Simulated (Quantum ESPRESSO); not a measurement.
## TaAl2Au2Hf3 (input and log of a self-consistent run)

Computed values, not a measurement. The program is pw.x of Quantum ESPRESSO 7.5 (plane-wave density functional theory). The cell is made up: eight metal atoms on a face-centred cubic lattice, with elements, volume, strain and displacements drawn at random and not relaxed, so it may be unstable or far from any real phase. PseudoDojo standard norm-conserving files set the functional (PBE unless stated); there is no spin polarisation or spin-orbit coupling, the Fermi-Dirac width of 0.25 eV means electrons at about 2900 K, and the masses in the input are unused placeholders. Heavy elements are run without spin-orbit coupling, which real alloys of them have. A spin test at this wide smearing found no moment, but such smearing suppresses magnetism that the real alloy may have.

Input:

```
&control calculation='scf', pseudo_dir='./dojo.nc.sr.pbe.v0_5.standard.upf', outdir='./o', disk_io='minimal', tprnfor=.true., tstress=.true. /
&system ibrav=0, nat=8, ntyp=4, nbnd=60, ecutwfc=75.99759826, nosym=.true., tot_charge=0,
 occupations='smearing', smearing='fd', degauss=0.0183746611
/
&electrons conv_thr=1.470e-08, electron_maxstep=70, mixing_beta=0.5 /
ATOMIC_SPECIES
Al 1.0 Al.upf
Au 1.0 Au.upf
Hf 1.0 Hf.upf
Ta 1.0 Ta.upf
CELL_PARAMETERS angstrom
0.0 0.0 -4.1185
-4.1185 0.0 0.0
2.0592 8.237 2.0592
ATOMIC_POSITIONS angstrom
Ta -0.0027 -0.0229 -0.0196
Al -2.0427 2.0461 -0.0657
Al -0.0182 4.1527 0.0246
Au -2.0503 6.205 0.0208
Hf -1.9946 0.0265 -2.1092
Au -0.0004 1.9928 -2.0376
Hf -2.0282 4.1223 -2.0331
Hf 0.0646 6.1709 -2.031
K_POINTS automatic
6 6 3 1 1 1
```

The log is shortened where brackets say so; the opening notice, blank lines, dates and the lines on written files are dropped, and the path of the files is cut. It prints rydbergs, bohrs and kilobars, and counts compression as positive stress. Its total energy is the free energy E - TS of the whole cell.

```
     Program PWSCF v.7.5
     Parallel version (MPI & OpenMP), running on       4 processor cores
     Number of MPI processes:                 4
     Threads/MPI process:                     1
     [start-up lines left out]
     bravais-lattice index     =            0
     lattice parameter (alat)  =       7.7828  a.u.
     unit-cell volume          =     942.8526 (a.u.)^3
     number of atoms/cell      =            8
     number of atomic types    =            4
     number of electrons       =        93.00
     number of Kohn-Sham states=           60
     kinetic-energy cutoff     =      75.9976  Ry
     charge density cutoff     =     303.9904  Ry
     scf convergence threshold =      1.5E-08
     mixing beta               =       0.5000
     number of iterations used =            8  plain     mixing
     Exchange-correlation= PBE
                           (   1   4   3   4   0   0   0)
     [axes and pseudopotential details left out]
   Cartesian axes
     site n.     atom                  positions (alat units)
         1        Ta     tau(   1) = (  -0.0006556  -0.0055603  -0.0047590  )
         2        Al     tau(   2) = (  -0.4959815   0.4968071  -0.0159524  )
         3        Al     tau(   3) = (  -0.0044191   1.0083040   0.0059730  )
         4        Au     tau(   4) = (  -0.4978269   1.5066165   0.0050504  )
         5        Hf     tau(   5) = (  -0.4843025   0.0064344  -0.5121282  )
         6        Au     tau(   6) = (  -0.0000971   0.4838655  -0.4947432  )
         7        Hf     tau(   7) = (  -0.4924608   1.0009227  -0.4936506  )
         8        Hf     tau(   8) = (   0.0156853   1.4983368  -0.4931407  )
     number of k points=    54  Fermi-Dirac smearing, width (Ry)=  0.0184
                       cart. coord. in units 2pi/alat
        k(    1) = (  -0.0833333   0.1249990  -0.0833333), wk =   0.0370370
        k(    2) = (  -0.0833333  -0.2083343  -0.0833333), wk =   0.0370370
     [further k points left out]
     Dense  grid:    84411 G-vectors     FFT dimensions: (  45,  45,  96)
     Estimated max dynamical RAM per process >     288.41 MB
     Estimated total dynamical RAM >       1.07 GB
     Initial potential from superposition of free atoms
     starting charge      92.9884, renormalised to      93.0000
     Starting wfcs are   68 randomized atomic wfcs
     total cpu time spent up to now is        8.6 secs
     per-process dynamical memory:   228.8 Mb
     Self-consistent Calculation
     iteration #  1     ecut=    76.00 Ry     beta= 0.50
     Davidson diagonalization with overlap
     ethr =  1.00E-02,  avg # of iterations =  2.5
     total cpu time spent up to now is       29.4 secs
     total energy              =   -1069.59135229 Ry
     estimated scf accuracy    <       2.45513944 Ry
     iteration #  2     ecut=    76.00 Ry     beta= 0.50
     Davidson diagonalization with overlap
     ethr =  2.64E-03,  avg # of iterations =  3.2
     total cpu time spent up to now is       54.3 secs
     total energy              =   -1069.28839473 Ry
     estimated scf accuracy    <      12.33281951 Ry
     iteration #  3     ecut=    76.00 Ry     beta= 0.50
     Davidson diagonalization with overlap
     ethr =  2.64E-03,  avg # of iterations =  3.5
     total cpu time spent up to now is       80.4 secs
     total energy              =   -1070.39931369 Ry
     estimated scf accuracy    <       6.74101242 Ry
     iteration #  4     ecut=    76.00 Ry     beta= 0.50
     Davidson diagonalization with overlap
     ethr =  2.64E-03,  avg # of iterations =  2.0
     total cpu time spent up to now is      103.5 secs
     total energy              =   -1070.85166208 Ry
     estimated scf accuracy    <       0.71563025 Ry
     iteration #  5     ecut=    76.00 Ry     beta= 0.50
     Davidson diagonalization with overlap
     ethr =  7.69E-04,  avg # of iterations =  1.9
     total cpu time spent up to now is      124.5 secs
     total energy              =   -1070.89925644 Ry
     estimated scf accuracy    <       0.05781239 Ry
     [iterations 6 to 11 left out]
     iteration # 12     ecut=    76.00 Ry     beta= 0.50
     Davidson diagonalization with overlap
     ethr =  2.14E-09,  avg # of iterations =  3.2
     total cpu time spent up to now is      279.5 secs
     total energy              =   -1070.91261001 Ry
     estimated scf accuracy    <       0.00000029 Ry
     iteration # 13     ecut=    76.00 Ry     beta= 0.50
     Davidson diagonalization with overlap
     ethr =  3.11E-10,  avg # of iterations =  3.4
     total cpu time spent up to now is      299.0 secs
     total energy              =   -1070.91261003 Ry
     estimated scf accuracy    <       0.00000057 Ry
     iteration # 14     ecut=    76.00 Ry     beta= 0.50
     Davidson diagonalization with overlap
     ethr =  3.11E-10,  avg # of iterations =  2.0
     total cpu time spent up to now is      316.0 secs
     total energy              =   -1070.91261007 Ry
     estimated scf accuracy    <       0.00000006 Ry
     iteration # 15     ecut=    76.00 Ry     beta= 0.50
     Davidson diagonalization with overlap
     ethr =  6.73E-11,  avg # of iterations =  2.0
     total cpu time spent up to now is      334.4 secs
     total energy              =   -1070.91261008 Ry
     estimated scf accuracy    <       0.00000002 Ry
     iteration # 16     ecut=    76.00 Ry     beta= 0.50
     Davidson diagonalization with overlap
     ethr =  2.34E-11,  avg # of iterations =  2.0
     total cpu time spent up to now is      351.1 secs
     End of self-consistent calculation
     [lines on levels left out]
!    total energy              =   -1070.91261008 Ry
     estimated scf accuracy    <          1.4E-09 Ry
     smearing contrib. (-TS)   =      -0.09322862 Ry
     internal energy E=F+TS    =   -1070.81938146 Ry
     The total energy is F=E-TS. E is the sum of the following terms:
     one-electron contribution =    -390.92917635 Ry
     hartree contribution      =     235.66160000 Ry
     xc contribution           =    -224.22171666 Ry
     ewald contribution        =    -691.33008844 Ry
     convergence has been achieved in  16 iterations
     Forces acting on atoms (cartesian axes, Ry/au):
     atom    1 type  4   force =     0.02911072    0.02386091   -0.00032673
     atom    2 type  1   force =    -0.00336908    0.00976369    0.01446674
     atom    3 type  1   force =     0.01051816   -0.01567566   -0.00049709
     atom    4 type  2   force =     0.01419885   -0.02483899   -0.00086827
     atom    5 type  3   force =    -0.03377928    0.03743404    0.01391470
     atom    6 type  2   force =     0.01085024    0.03486333   -0.00620373
     atom    7 type  3   force =    -0.00571944   -0.05060597   -0.01074494
     atom    8 type  3   force =    -0.02181018   -0.01480136   -0.00974069
     Total force =     0.102544     Total SCF correction =     0.000178
     Computing stress (Cartesian axis) and pressure
          total   stress  (Ry/bohr**3)                   (kbar)     P=      128.08
   0.00069025   0.00000328  -0.00000532          101.54        0.48       -0.78
   0.00000328   0.00111613   0.00001727            0.48      164.19        2.54
  -0.00000532   0.00001727   0.00080558           -0.78        2.54      118.50
     init_run     :      6.72s CPU      6.98s WALL (       1 calls)
     electrons    :    341.15s CPU    342.60s WALL (       1 calls)
     forces       :      3.09s CPU      3.14s WALL (       1 calls)
     stress       :     11.28s CPU     11.61s WALL (       1 calls)
     [timing details left out]
     PWSCF        :   6m 3.83s CPU   6m 5.99s WALL
     JOB DONE.
```

In other units: free energy -14570.508 eV for the cell, pressure 12.81 GPa, largest force component 1.301 eV/Å in size. The run took 368 s of wall time with four MPI processes on a shared machine (Intel Xeon, 2023 or later, virtual cores), so the time is rough. A rerun of this cell at a higher cutoff and on a denser mesh moved values by no more than 0.005 eV in energy, 0.02 GPa in stress and 0.004 eV/Å in force, and a second program with other atomic files agreed on that cell to 2 % rms in force and 0.5 GPa in pressure.